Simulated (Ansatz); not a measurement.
Y2Ga9Ru3 in space group Cmcm (No. 63; Pearson symbol oS56), r²SCAN in the plane-wave PAW code Ansatz, all energies at zero smearing, with the estimated change up to a 700 eV cutoff added, with one set of potentials and settings (totals compare only within such a set). Cell of 28 atoms (4 Y, 18 Ga, 6 Ru): -119024.500 eV.

```json
[
 {"element": "Y", "reference phase": "P6_3/mmc, 2 atoms in the cell", "E (eV/atom)": "-3859.7073"},
 {"element": "Ga", "reference phase": "Cmce, 4 atoms in the cell", "E (eV/atom)": "-3790.2689"},
 {"element": "Ru", "reference phase": "P6_3/mmc, 2 atoms in the cell", "E (eV/atom)": "-5890.7039"}
]
```

Formation energy per atom, worked out: (-119024.500 − 4×(-3859.7073) − 18×(-3790.2689) − 6×(-5890.7039))/28 = -0.593 eV/atom (-57 kJ per mol of atoms), at 0 K, without zero-point energy or fitted corrections.

The first step of the workflow began from a Materials Project structure, measured or hypothetical; the Crystallography Open Database copy checked does not list it. Whether it is the stable phase at ambient conditions was not checked. The r²SCAN relaxation kept the symmetry of its start; its stability against distortions is not shown here. The run is not spin-polarised. The references are the lowest solids computed at this level, not always the standard phases.

Potentials: the later of the program's two PAW sets.
